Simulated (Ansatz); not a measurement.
Input and output for Au (fcc type): DFT, LDA, all-electron LAPW, scalar-relativistic (Ansatz 0.2.0). This run: bulk in the slab's orientation.

The base cell comes from a relaxation on PAW files under the same functional.

Command: `ansatz run input.yaml --threads 2 --pin off --max-ram 4096MiB --backend cpu --events-out ev --progress --plain --runs-dir out` It took 50 s on 2 threads of Arm Neoverse V2 (shared host), peak memory 0.87 GiB.

```yaml
crystal:
  lattice:
    - [0.0, 2.0241690387, -2.0241690387]
    - [-2.0241690387, 0.0, 2.0241690387]
    - [4.0483380774, 4.0483380774, 4.0483380774]
  atoms:
    - { symbol: Au, position: [0.0, 0.0, 0.0] }
    - { symbol: Au, position: [0.333333333, 0.666666667, 0.333333333] }
    - { symbol: Au, position: [0.666666667, 0.333333333, 0.666666667] }
kpoints:
  mp_grid: { grid: [13, 13, 5] }
scf:
  occupations: { method: fermi_dirac, width: 0.05 }
hamiltonian:
  xc: lda
  pseudopotentials: { kind: all_electron, lapw: { basis_error: 0.001 } }
output:
  forces: true
  stress: true
  eigenvalues: true
```

Output:

```
LAPW: plane waves up to 8.138 Å⁻¹, error target 1.0e-3 eV per atom; small_component_spin mean_spin; Au in spheres of 1.431 Å, 43 of its electrons in bands, Dirac shells [] (how accurate: hamiltonian.pseudopotentials.lapw.basis_error, Limitations)
Engine: ansatz 0.2.0
Pseudopotentials: kind: all_electron
Pseudopotential: Au, LAPW, valence charge 43, lapw/all_electron/scalar/gaussian/Au, Koelling and Harmon's equation, gaussian nucleus
Functional definition: SPW92
  exchange = slater_x
  correlation = pw_c
Crystal: 3 atoms, lattice volume = 49.761 Å³
Basis set: ecut = 252.31105329443955 eV, 475 PW (Γ), exchange–correlation at level 2
Bands: 78, of which v1, the nominal top of the filled ones, is band 65 counted from 1 (64 counted from 0)
Symmetry: 36 space group operations
Space group: Fm-3m (ITA 225), of the structure as read, at distance tolerance 3.7e-5 Å
k-points: 91 of 845
Non-local potential: Au, projectors of the file, none
Initial density: superposition of atomic densities (chi_scale 0.1, normalization cell)
Initial wavefunctions: plane waves of lowest kinetic energy (no species holds an atomic orbital)
Functional: x = slater, c = lda
iter 1 solved again at ethr=1.28e-4 eV; its pass at ethr=1.00e-1 eV (dr2=1.65e-1 eV) is discarded
SCF iter   1: F=—  HF=-1550823.053477 eV  |F-HF|=—  |Δ(HF+E_count)|=         —  Δρ=2.45e-2  dr2=1.65e-1  ethr=1.28e-4  ⟨swp⟩=3.0  Hψ=43922  notcnv=0
preconditioner: auto → LDOS  [metal: Δε(μ)=0.038 eV  Ē_g=15.804 eV  σ=0.050 eV  W_gap=0.18  n_scr=36 (ndim 8)  ℏωp=30.2 eV  f_vac=0.035  D(μ)=0.57/eV (n_scr^D=2)  β→1.0]
SCF iter   2: F=—  HF=-1550823.689364 eV  |F-HF|=—  |Δ(HF+E_count)|=   6.36e-1  Δρ=1.44e-2  dr2=6.16e-2  ethr=1.28e-4  ⟨swp⟩=3.0  Hψ=23029  notcnv=0
preconditioner: auto → Kerker (q_TF=auto, 3.198 Å⁻¹)  [metal: Δε(μ)=0.041 eV  Ē_g=16.880 eV  σ=0.050 eV  W_gap=0.20  n_scr=36 (ndim 8)  ℏωp=30.2 eV  f_vac=0.010  D(μ)=0.96/eV (n_scr^D=4)  β→0.5]
iter 3 solved again at ethr=9.57e-7 eV; its pass at ethr=4.78e-5 eV (dr2=1.23e-3 eV) is discarded
SCF iter   3: F=—  HF=-1550822.142555 eV  |F-HF|=—  |Δ(HF+E_count)|=    1.55e0  Δρ=1.98e-3  dr2=1.23e-3  ethr=9.57e-7  ⟨swp⟩=2.0  Hψ=36816  notcnv=0
SCF iter   4: F=—  HF=-1550822.109909 eV  |F-HF|=—  |Δ(HF+E_count)|=   3.26e-2  Δρ=2.42e-3  dr2=2.31e-3  ethr=9.57e-7  ⟨swp⟩=3.0  Hψ=21448  notcnv=0
SCF iter   5: F=—  HF=-1550822.109842 eV  |F-HF|=—  |Δ(HF+E_count)|=   6.66e-5  Δρ=1.04e-3  dr2=5.69e-4  ethr=9.57e-7  ⟨swp⟩=2.0  Hψ=20460  notcnv=0
SCF iter   6: F=—  HF=-1550822.109951 eV  |F-HF|=—  |Δ(HF+E_count)|=   1.09e-4  Δρ=2.19e-4  dr2=1.79e-5  ethr=4.41e-7  ⟨swp⟩=2.0  Hψ=20324  notcnv=0
SCF iter   7: F=—  HF=-1550822.109952 eV  |F-HF|=—  |Δ(HF+E_count)|=   5.47e-7  Δρ=5.79e-5  dr2=1.38e-6  ethr=1.38e-8  ⟨swp⟩=2.0  Hψ=20459  notcnv=0
SCF iter   8: F=—  HF=-1550822.109952 eV  |F-HF|=—  |Δ(HF+E_count)|=   1.71e-7  Δρ=1.15e-5  dr2=1.54e-7  ethr=1.07e-9  ⟨swp⟩=2.0  Hψ=20459  notcnv=0
SCF iter   9: F=-1550822.109952 eV  HF=-1550822.109952 eV  |F-HF|=4.89e-9  |Δ(HF+E_count)|=   6.05e-9  Δρ=4.93e-6  dr2=9.31e-8  ethr=1.19e-10  ⟨swp⟩=2.0  Hψ=20459  notcnv=0
SCF 1 converged in 9 iterations: F = -1550822.109952 eV  dr2 = 9.31e-8
SCF converged after 9 iterations
Free energy (F): -1550822.109952 eV
Harris-Foulkes:  -1550822.109952 eV  (|F-HF|=4.89e-9)
Internal energy: -1550822.104277 eV  (E = F + TS)
E sigma→0 (E₀):  -1550822.107114 eV
Entropy (-TS):   -0.005675 eV (-1.892 meV/atom)
Fermi energy:    25.742461 eV
--- Per-component energies (eV) ---
  E_band       = -11473.864962
  E_kinetic    = 1767096.162864
  E_xc         = -28886.000082
  E_electrostatic = -3289032.267059  (all electrons and nuclei)
  E_smearing   = -0.005675  (= −TS)
  E_closure    = 0.000000  (closes the sum)
  E_atoms      = -1550808.669558  (free atoms, spherical and without spin; not in F)
  Σ components = -1550822.109952   (vs F -1550822.109952, Δ=0.00e0)
  Basis errors (estimates in eV, not in F): energy 1.9e-4 per atom: plane waves 1.7e-4 (1.2e-4 summed), levels above the bands 2.2e-167, relativity 6.6e-9, radial functions 1.9e-5, core shells 1.8e-8; eigenvalues (radial functions only) 9.8e-7; not estimated: angular momenta, meshes, grids; target (lapw.basis_error) 1.0e-3; muffin-tin radii Au 1.431 Å
--- Forces (eV/Å), atoms counted from 1 ---
  atom   1  Au     0.00000000     0.00000000     0.00000000
  atom   2  Au     0.00000000     0.00000000     0.00000000
  atom   3  Au    -0.00000000     0.00000000    -0.00000000
  max |Σ_I F_I| component: 5.25e-25 eV/Å
--- Stress (GPa, compression-positive) ---
       -0.304001       0.295120       0.295120
        0.295120      -0.304001       0.295120
        0.295120       0.295120      -0.304001
  P = ⅓ Tr σ = -0.3040 GPa (-3.040 kbar)
--- Band table (eV; the first three rows and the last of 91) ---
  k-point 0: bands = ["-296.8391", "-296.8391", "-296.8391", "-296.8391", "-296.8391", "-296.8391", "-296.8385", "-296.8385", "-296.8385", "-296.8258", "-296.8258", "-296.8258", "-296.8258", "-296.8258", "-296.8258", "-79.9931", "-79.9829", "-79.9829", "-53.0802", "-53.0798", "-53.0798", "-53.0706", "-53.0705", "-53.0705", "-53.0701", "-53.0701", "-53.0701", "-53.0701", "-53.0693", "-53.0693", "-53.0637", "-53.0637", "-53.0636", "-53.0631", "-53.0631", "-53.0628", "-53.0628", "-53.0628", "-53.0628", "-31.3850", "-31.3850", "-31.2319", "-31.2319", "-31.2319", "-31.2319", "-31.2040", "-31.2040", "-31.2009", "15.4510", "17.9181", "17.9181", "20.8510", "20.8510", "20.8524", "21.0127", "21.0127", "21.0127", "21.0127", "21.5572", "21.5572", "22.4668", "22.4668", "23.1084", "23.1084", "23.1084", "23.1084", "33.6848", "33.6848", "40.1234", "40.5109", "40.5109", "44.2129", "44.2140", "44.2140", "44.6934", "44.6934", "44.6934", "44.6934"]
  k-point 1: bands = ["-296.8391", "-296.8391", "-296.8391", "-296.8391", "-296.8391", "-296.8391", "-296.8385", "-296.8385", "-296.8385", "-296.8258", "-296.8258", "-296.8258", "-296.8258", "-296.8258", "-296.8258", "-79.9925", "-79.9856", "-79.9808", "-53.0802", "-53.0799", "-53.0797", "-53.0706", "-53.0705", "-53.0705", "-53.0703", "-53.0703", "-53.0699", "-53.0699", "-53.0693", "-53.0693", "-53.0637", "-53.0636", "-53.0636", "-53.0631", "-53.0631", "-53.0628", "-53.0628", "-53.0627", "-53.0627", "-31.4225", "-31.3368", "-31.2376", "-31.2376", "-31.2245", "-31.2245", "-31.2116", "-31.2056", "-31.2056", "15.6105", "17.4646", "18.0634", "20.7855", "20.7984", "20.8935", "20.8935", "20.9069", "20.9069", "21.1279", "21.1279", "22.4411", "22.4411", "22.7183", "22.7183", "22.8954", "23.4811", "23.4811", "31.1497", "36.3418", "39.9398", "40.3185", "41.1475", "43.2616", "43.5991", "43.5991", "44.4115", "44.4115", "45.7422", "45.7422"]
  k-point 2: bands = ["-296.8391", "-296.8391", "-296.8391", "-296.8391", "-296.8391", "-296.8391", "-296.8385", "-296.8385", "-296.8385", "-296.8258", "-296.8258", "-296.8258", "-296.8258", "-296.8258", "-296.8258", "-79.9909", "-79.9884", "-79.9796", "-53.0801", "-53.0800", "-53.0796", "-53.0706", "-53.0705", "-53.0705", "-53.0704", "-53.0704", "-53.0697", "-53.0697", "-53.0695", "-53.0695", "-53.0637", "-53.0636", "-53.0636", "-53.0630", "-53.0630", "-53.0629", "-53.0629", "-53.0626", "-53.0626", "-31.4429", "-31.2862", "-31.2418", "-31.2407", "-31.2407", "-31.2168", "-31.2168", "-31.2101", "-31.2101", "16.0692", "16.7512", "18.0822", "20.5919", "20.6730", "20.8230", "20.8230", "21.0420", "21.0420", "21.1506", "21.1506", "22.4010", "22.4010", "22.4598", "22.4598", "23.7070", "23.7070", "24.2731", "29.2004", "38.8775", "39.6301", "40.6533", "41.3682", "41.4843", "42.9754", "42.9754", "44.9579", "44.9579", "45.6524", "45.6524"]
  k-point 90: bands = ["-296.8391", "-296.8391", "-296.8391", "-296.8391", "-296.8391", "-296.8391", "-296.8385", "-296.8385", "-296.8385", "-296.8258", "-296.8258", "-296.8258", "-296.8258", "-296.8258", "-296.8258", "-79.9766", "-79.9764", "-79.9755", "-53.0795", "-53.0795", "-53.0794", "-53.0717", "-53.0717", "-53.0717", "-53.0704", "-53.0704", "-53.0704", "-53.0699", "-53.0698", "-53.0698", "-53.0632", "-53.0632", "-53.0632", "-53.0629", "-53.0629", "-53.0628", "-53.0627", "-53.0627", "-53.0627", "-31.4026", "-31.3992", "-31.3820", "-31.3541", "-31.3279", "-31.3269", "-31.2828", "-31.2700", "-31.2669", "19.3759", "19.5741", "19.6154", "19.9521", "19.9944", "20.0026", "20.6198", "20.7869", "20.9321", "22.1065", "22.1498", "22.3143", "23.4926", "23.6280", "23.7595", "27.8683", "28.6506", "29.2573", "29.6960", "30.6734", "30.9489", "33.9604", "35.9724", "36.1961", "36.8732", "38.1942", "38.4995", "44.1644", "44.5488", "45.9501"]
```

Next run, as changes to the input before:

```diff
   lattice:
-    - [0.0, 2.0241690387, -2.0241690387]
-    - [-2.0241690387, 0.0, 2.0241690387]
-    - [4.0483380774, 4.0483380774, 4.0483380774]
+    - [2.8626073071, 0.0, 0.0]
+    - [-1.4313036535, 2.479090649, 0.0]
+    - [0.0, 0.0, 25.3492]
   atoms:
-    - { symbol: Au, position: [0.0, 0.0, 0.0] }
-    - { symbol: Au, position: [0.333333333, 0.666666667, 0.333333333] }
-    - { symbol: Au, position: [0.666666667, 0.333333333, 0.666666667] }
+    - { symbol: Au, position: [0.833333333, 0.166666667, 0.3155910974] }
+    - { symbol: Au, position: [0.166666667, 0.833333333, 0.4077955484] }
+    - { symbol: Au, position: [0.5, 0.5, 0.5] }
+    - { symbol: Au, position: [0.833333333, 0.166666667, 0.5922044516] }
+    - { symbol: Au, position: [0.166666667, 0.833333333, 0.6844089026] }
 kpoints:
-  mp_grid: { grid: [13, 13, 5] }
+  mp_grid: { grid: [13, 13, 1] }
 scf:
   eigenvalues: true
+  populations: true
+  dos: { projected: true, de: 0.2, e_range: [-14, 8] }
+efield:
+  axis: 3
+  amplitude: 0
+  dipole_correction: true
```

Command: `ansatz run input.yaml --threads 2 --pin off --max-ram 4096MiB --backend cpu --events-out ev --progress --plain --runs-dir out` It took 2.5 min on 2 threads of Arm Neoverse V2, with other jobs on the host, peak memory 1 GiB.

Results part of the output:

```
SCF 1 converged in 9 iterations: F = -2584702.497412 eV  dr2 = 1.32e-8
SCF converged after 9 iterations
Free energy (F): -2584702.497412 eV
Harris-Foulkes:  -2584702.497412 eV  (|F-HF|=1.63e-8)
Internal energy: -2584702.487358 eV  (E = F + TS)
E sigma→0 (E₀):  -2584702.492385 eV
Entropy (-TS):   -0.010054 eV (-2.011 meV/atom)
Fermi energy:    8.892405 eV
Dipole field:    D = -0.000000 V/Å  (p = -0.000000 e·Å, saw-weighted, corrected)
Work function:   Φ+ = 5.4868 eV   Φ− = 5.4868 eV
[... lines left out ...]
  k-point 2: bands = ["-313.7565", "-313.7565", "-313.7492", "-313.7392", "-313.7392", "-313.6620", "-313.6620", "-313.6593", "-313.6593", "-313.6593", "-313.6593", "-313.6479", "-313.6479", "-313.6479", "-313.6479", "-313.3233", "-313.3233", "-313.3233", "-313.3233", "-313.3117", "-313.3117", "-313.3084", "-313.3084", "-313.3084", "-313.3084", "-96.9007", "-96.8087", "-96.8085", "-96.4479", "-96.4479", "-69.9962", "-69.9909", "-69.9819", "-69.9819", "-69.9781", "-69.9763", "-69.9762", "-69.9009", "-69.9009", "-69.8922", "-69.8922", "-69.8919", "-69.8919", "-69.8918", "-69.8918", "-69.8873", "-69.8873", "-69.8842", "-69.8842", "-69.8841", "-69.8841", "-69.5623", "-69.5623", "-69.5603", "-69.5603", "-69.5460", "-69.5460", "-69.5459", "-69.5459", "-69.5409", "-69.5409", "-69.5408", "-69.5408", "-69.5402", "-69.5402", "-48.2810", "-48.1972", "-48.1560", "-48.1459", "-48.1141", "-48.0878", "-48.0809", "-48.0583", "-48.0560", "-47.7540", "-47.7540", "-47.7244", "-47.7244", "-47.6925", "-47.6924", "-0.3866", "0.4815", "1.4525", "1.9728", "2.0612", "3.4169", "3.6186", "3.7114", "3.9441", "4.1026", "4.3049", "4.3743", "4.4197", "4.4886", "4.5743", "4.6707", "4.7031", "4.9034", "5.0503", "5.2554", "5.4331", "5.6083", "5.7868", "5.8714", "6.1177", "6.3347", "6.6248", "6.8864", "7.3209", "8.9753", "10.4793", "13.7036", "14.7303", "15.0151", "16.2380", "16.6013", "18.6871", "18.7876", "21.3643", "21.6756", "22.3603", "22.9263", "23.5479", "24.2754", "24.3725", "24.6713", "24.6745", "24.8609", "25.1245"]
  k-point 20: bands = ["-313.7565", "-313.7565", "-313.7492", "-313.7392", "-313.7392", "-313.6620", "-313.6620", "-313.6593", "-313.6593", "-313.6593", "-313.6593", "-313.6479", "-313.6479", "-313.6479", "-313.6479", "-313.3233", "-313.3233", "-313.3233", "-313.3233", "-313.3117", "-313.3117", "-313.3084", "-313.3084", "-313.3084", "-313.3084", "-96.8923", "-96.8005", "-96.8005", "-96.4397", "-96.4397", "-69.9958", "-69.9918", "-69.9821", "-69.9820", "-69.9778", "-69.9763", "-69.9762", "-69.9006", "-69.9006", "-69.8931", "-69.8931", "-69.8921", "-69.8921", "-69.8920", "-69.8920", "-69.8869", "-69.8869", "-69.8841", "-69.8841", "-69.8840", "-69.8840", "-69.5618", "-69.5618", "-69.5612", "-69.5612", "-69.5459", "-69.5459", "-69.5459", "-69.5459", "-69.5411", "-69.5411", "-69.5410", "-69.5410", "-69.5399", "-69.5399", "-48.2979", "-48.2707", "-48.2478", "-48.1925", "-48.1769", "-48.1648", "-48.1436", "-48.1252", "-48.1248", "-47.8548", "-47.8548", "-47.8284", "-47.8284", "-47.6778", "-47.6778", "2.5117", "2.5325", "2.7713", "2.9253", "3.1742", "3.2392", "3.2907", "3.3861", "3.6079", "4.0042", "4.0794", "4.2400", "4.7048", "4.7136", "4.9116", "4.9178", "5.2783", "5.3953", "5.6547", "5.7900", "6.3434", "6.5623", "6.6741", "6.7231", "6.8512", "10.6607", "11.4642", "12.0255", "12.0805", "12.4578", "13.1854", "13.5890", "14.5115", "14.6741", "15.1257", "15.6156", "16.6911", "16.8267", "18.0628", "18.3500", "19.1362", "19.7447", "20.6451", "20.8970", "21.2365", "21.3929", "21.5582", "21.7306", "22.5027"]
--- Löwdin populations: 5 sites ---
  site symbol       q [e]
     0     Au     78.8876
     1     Au     78.8421
     2     Au     78.8212
     3     Au     78.8421
     4     Au     78.8876
  spilling = 0.001821 (of n_electrons = 395.000000)
```

Next run (atoms relaxed), as changes to the input before:

```diff
   atoms:
-    - { symbol: Au, position: [0.833333333, 0.166666667, 0.3155910974] }
-    - { symbol: Au, position: [0.166666667, 0.833333333, 0.4077955484] }
-    - { symbol: Au, position: [0.5, 0.5, 0.5] }
-    - { symbol: Au, position: [0.833333333, 0.166666667, 0.5922044516] }
-    - { symbol: Au, position: [0.166666667, 0.833333333, 0.6844089026] }
+    - { symbol: Au, position: [0.8333333333, 0.1666666667, 0.315393701] }
+    - { symbol: Au, position: [0.1666666667, 0.8333333333, 0.4081121168] }
+    - { symbol: Au, position: [0.5, 0.5, 0.500000001] }
+    - { symbol: Au, position: [0.8333333333, 0.1666666667, 0.5918878817] }
+    - { symbol: Au, position: [0.1666666667, 0.8333333333, 0.6846062996] }
 kpoints:
   eigenvalues: true
-  populations: true
-  dos: { projected: true, de: 0.2, e_range: [-14, 8] }
+relax:
+  f_tol: 0.01
+  max_steps: 12
 efield:
```

Results part of the output:

```
SCF converged after 3 iterations
Free energy (F): -2584702.498280 eV
Harris-Foulkes:  -2584702.498280 eV  (|F-HF|=1.21e-8)
Internal energy: -2584702.488226 eV  (E = F + TS)
E sigma→0 (E₀):  -2584702.493253 eV
Entropy (-TS):   -0.010054 eV (-2.011 meV/atom)
Fermi energy:    8.891125 eV
Dipole field:    D = -0.000000 V/Å  (p = -0.000000 e·Å, saw-weighted, corrected)
Work function:   Φ+ = 5.4894 eV   Φ− = 5.4894 eV
[... lines left out ...]
  k-point 20: bands = ["-313.7673", "-313.7673", "-313.7599", "-313.7501", "-313.7501", "-313.6650", "-313.6650", "-313.6623", "-313.6623", "-313.6623", "-313.6623", "-313.6509", "-313.6509", "-313.6509", "-313.6509", "-313.3179", "-313.3179", "-313.3179", "-313.3179", "-313.3060", "-313.3060", "-313.3026", "-313.3026", "-313.3026", "-313.3026", "-96.9045", "-96.8030", "-96.8030", "-96.4332", "-96.4332", "-70.0067", "-70.0025", "-69.9932", "-69.9931", "-69.9887", "-69.9874", "-69.9873", "-69.9035", "-69.9035", "-69.8960", "-69.8960", "-69.8950", "-69.8950", "-69.8949", "-69.8949", "-69.8898", "-69.8898", "-69.8870", "-69.8870", "-69.8870", "-69.8870", "-69.5564", "-69.5564", "-69.5559", "-69.5559", "-69.5400", "-69.5400", "-69.5400", "-69.5400", "-69.5352", "-69.5352", "-69.5351", "-69.5351", "-69.5342", "-69.5342", "-48.3100", "-48.2826", "-48.2594", "-48.1949", "-48.1799", "-48.1671", "-48.1478", "-48.1267", "-48.1266", "-47.8489", "-47.8489", "-47.8225", "-47.8224", "-47.6693", "-47.6693", "2.4954", "2.5180", "2.7607", "2.9251", "3.1687", "3.2563", "3.3130", "3.4033", "3.6205", "4.0096", "4.0844", "4.2404", "4.7118", "4.7184", "4.9197", "4.9251", "5.2818", "5.3967", "5.6448", "5.7738", "6.3350", "6.5549", "6.6704", "6.7174", "6.8471", "10.6553", "11.4688", "12.0215", "12.0766", "12.4548", "13.1873", "13.5842", "14.5110", "14.6674", "15.1297", "15.6127", "16.6869", "16.8168", "18.0566", "18.3457", "19.1170", "19.7274", "20.6370", "20.8942", "21.2419", "21.3905", "21.5527", "21.7298", "22.5073"]
--- Relaxed structure (2 steps of the walk, 2 accepted, 0 SCFs on fresh bases) ---
  F+E_penalty+E_count = -2584702.49828008 eV   max|allowed force component| = 2.091e-3 eV/Å
  atoms:
    - { symbol: Au, position: [0.8333333333333333, 0.16666666666666666, 0.315393701] }
    - { symbol: Au, position: [0.1666666666666666, 0.8333333333333333, 0.4081121168] }
    - { symbol: Au, position: [0.49999999999999994, 0.49999999999999994, 0.500000001] }
    - { symbol: Au, position: [0.8333333333333333, 0.16666666666666666, 0.5918878817] }
    - { symbol: Au, position: [0.1666666666666666, 0.8333333333333333, 0.6846062995999999] }
```

Next run (no relativity), as changes to the input before:

```diff
   xc: lda
-  pseudopotentials: { kind: all_electron, lapw: { basis_error: 0.001 } }
+  pseudopotentials:
+    kind: all_electron
+    lapw: { basis_error: 0.001 }
+    relativity: none
 output:
   eigenvalues: true
-relax:
-  f_tol: 0.01
-  max_steps: 12
 efield:
```

Command: `ansatz run input.yaml --threads 2 --pin off --max-ram 4096MiB --backend cpu --events-out ev --progress --plain --runs-dir out` It took 2.4 min on 2 threads of Arm Neoverse V2 (shared host), peak memory 1 GiB.

Results part of the output:

```
SCF 1 converged in 9 iterations: F = -2430095.508758 eV  dr2 = 9.58e-8
SCF converged after 9 iterations
[... lines left out ...]
  k-point 2: bands = ["-317.4927", "-317.4927", "-317.4862", "-317.4803", "-317.4803", "-317.4232", "-317.4232", "-317.4207", "-317.4207", "-317.4207", "-317.4207", "-317.4138", "-317.4138", "-317.4138", "-317.4138", "-317.0963", "-317.0963", "-317.0952", "-317.0952", "-317.0952", "-317.0952", "-317.0909", "-317.0909", "-317.0909", "-317.0909", "-82.2550", "-82.2524", "-82.2447", "-82.2447", "-82.2424", "-82.2413", "-82.2413", "-82.1845", "-82.1845", "-82.1792", "-82.1792", "-82.1792", "-82.1792", "-82.1785", "-82.1785", "-82.1757", "-82.1757", "-82.1742", "-82.1742", "-82.1741", "-82.1741", "-81.8556", "-81.8556", "-81.8524", "-81.8524", "-81.8520", "-81.8520", "-81.8520", "-81.8520", "-81.8499", "-81.8499", "-81.8496", "-81.8496", "-81.8496", "-81.8496", "-72.1208", "-72.0469", "-72.0421", "-71.6957", "-71.6957", "-41.9574", "-41.8331", "-41.7607", "-41.7352", "-41.7296", "-41.6989", "-41.6786", "-41.6543", "-41.6475", "-41.3800", "-41.3791", "-41.3604", "-41.3601", "-41.3150", "-41.3150", "2.1261", "2.1451", "2.4721", "2.8033", "2.9094", "3.2109", "3.3009", "3.4728", "3.6197", "3.8169", "3.9131", "3.9708", "4.0318", "4.1231", "4.2411", "4.2586", "4.4462", "4.5843", "4.6099", "4.8908", "4.9267", "5.1943", "5.2562", "5.5690", "5.5722", "6.0283", "6.2926", "6.4421", "8.0065", "9.9468", "11.0011", "14.6410", "15.0266", "15.6338", "16.9438", "17.1066", "19.2428", "19.5210", "21.8891", "22.3403", "22.9135", "23.4080", "23.9598", "24.2976", "24.5667", "24.9266", "25.4076", "25.5735", "25.6579"]
  k-point 20: bands = ["-317.4927", "-317.4927", "-317.4862", "-317.4803", "-317.4803", "-317.4232", "-317.4232", "-317.4207", "-317.4207", "-317.4207", "-317.4207", "-317.4138", "-317.4138", "-317.4138", "-317.4138", "-317.0963", "-317.0963", "-317.0952", "-317.0952", "-317.0952", "-317.0952", "-317.0909", "-317.0909", "-317.0909", "-317.0909", "-82.2548", "-82.2529", "-82.2448", "-82.2447", "-82.2423", "-82.2414", "-82.2413", "-82.1843", "-82.1843", "-82.1794", "-82.1794", "-82.1793", "-82.1793", "-82.1790", "-82.1790", "-82.1755", "-82.1755", "-82.1741", "-82.1741", "-82.1741", "-82.1741", "-81.8554", "-81.8554", "-81.8529", "-81.8529", "-81.8521", "-81.8521", "-81.8521", "-81.8521", "-81.8497", "-81.8497", "-81.8496", "-81.8496", "-81.8495", "-81.8495", "-72.0818", "-72.0122", "-72.0121", "-71.6620", "-71.6620", "-41.9588", "-41.9227", "-41.9107", "-41.8612", "-41.8297", "-41.8184", "-41.7630", "-41.7518", "-41.7430", "-41.5137", "-41.5136", "-41.4735", "-41.4735", "-41.3602", "-41.3602", "2.3136", "2.3617", "2.6267", "2.7542", "2.9741", "3.0232", "3.0777", "3.2449", "3.5316", "3.7665", "3.8812", "4.0112", "4.3166", "4.3297", "4.5967", "4.6064", "4.8374", "4.9404", "5.1721", "5.2573", "5.7826", "5.9910", "6.1155", "6.1567", "6.2801", "12.2778", "12.9460", "13.7836", "14.2130", "14.5142", "14.9076", "15.3512", "15.6665", "16.3918", "16.4169", "16.9846", "17.5833", "18.5141", "19.3356", "19.6230", "19.6307", "20.4103", "20.9639", "21.0775", "21.6042", "21.7009", "22.1457", "22.2284", "22.8652"]
```
